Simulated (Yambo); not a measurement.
```
CELL_PARAMETERS angstrom
      1.62664     0.93914     5.40628
     -1.62664     0.93914     5.40628
      0.00000    -1.87828     5.40628
ATOMIC_POSITIONS crystal
  O  0.23823 0.23823 0.23823
  O  0.76177 0.76177 0.76177
  Na 0.00000 0.00000 0.00000
  Lu 0.50000 0.50000 0.50000
```

The PBEsol cell relaxed from Materials Project entry mp-755311 was given an isotropic strain of -1.5 % on all lattice vectors, and the atoms were relaxed again.

Where are the main features of Im ε from RPA with local fields on PBEsol bands (Yambo; 8×8×8 mesh, 52 bands, 4 Ry local-field block, 0.2 eV broadening; field along x)?

Peaks at 5.5 eV (4.3), 8.6 eV (4.0), 11.4 eV (4.2), 15.9 eV (1.5), heights in brackets. Structure narrower than a few tenths of an eV can come from the finite k mesh. Convergence of the RPA response with its 8×8×8 mesh was not tested. No excitonic effects at this level. The 4f states are in the valence at their DFT position.

The structure is a Materials Project entry; no match was found in the copy of COD used, and its stability was not checked.
